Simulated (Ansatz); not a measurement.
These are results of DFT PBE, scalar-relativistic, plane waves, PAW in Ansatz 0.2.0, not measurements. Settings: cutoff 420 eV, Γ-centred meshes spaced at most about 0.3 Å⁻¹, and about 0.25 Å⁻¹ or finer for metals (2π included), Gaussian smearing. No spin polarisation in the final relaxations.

All energies are static (0 K, no zero-point motion). All come from trial cells, and lower structures may exist.

Question: Order these relaxed structures of Zr2TiC3 by energy, lowest first, with the energy over the lowest of them.
1.

```cif
data_structure
_symmetry_space_group_name_H-M 'P-3m1'
_symmetry_Int_Tables_number 164
_cell_length_a 3.2535
_cell_length_b 3.2535
_cell_length_c 7.9259
_cell_angle_alpha 90.000
_cell_angle_beta 90.000
_cell_angle_gamma 120.000
_cell_volume 72.66
loop_
_atom_site_label
_atom_site_type_symbol
_atom_site_symmetry_multiplicity
_atom_site_Wyckoff_symbol
_atom_site_fract_x
_atom_site_fract_y
_atom_site_fract_z
_atom_site_occupancy
Zr1 Zr 2 d 0.66667 0.33333 0.17360 1
Ti1 Ti 1 b 0.00000 0.00000 0.50000 1
C1 C 2 d 0.66667 0.33333 0.65314 1
C2 C 1 a 0.00000 0.00000 0.00000 1
```

2.

```cif
data_structure
_symmetry_space_group_name_H-M 'I4/mmm'
_symmetry_Int_Tables_number 139
_cell_length_a 3.2617
_cell_length_b 3.2617
_cell_length_c 13.7516
_cell_angle_alpha 90.000
_cell_angle_beta 90.000
_cell_angle_gamma 90.000
_cell_volume 146.30
loop_
_atom_site_label
_atom_site_type_symbol
_atom_site_symmetry_multiplicity
_atom_site_Wyckoff_symbol
_atom_site_fract_x
_atom_site_fract_y
_atom_site_fract_z
_atom_site_occupancy
Zr1 Zr 4 e 0.50000 0.50000 0.16346 1
Ti1 Ti 2 a 0.00000 0.00000 0.00000 1
C1 C 4 e 0.50000 0.50000 0.33876 1
C2 C 2 b 0.50000 0.50000 0.00000 1
```

Answer: 1 (0 meV/atom), 2 (20 meV/atom). Forms: 1 Zr and Ti ordered on rock salt sites, P-3m1; 2 Zr and Ti ordered on rock salt sites, I4/mmm. Counting C atoms around Ti and Zr (those within 1.25 times the shortest such distance or 1.15 times the sum of covalent radii): cell 1 has Zr 6, Ti 6; cell 2 has Zr 6, Ti 6.

With atoms moved at random, P-3m1 came back. Other cells relaxed within their symmetry can be saddle points. Some types were kept out of the candidates beforehand, so the set may lack a known form.
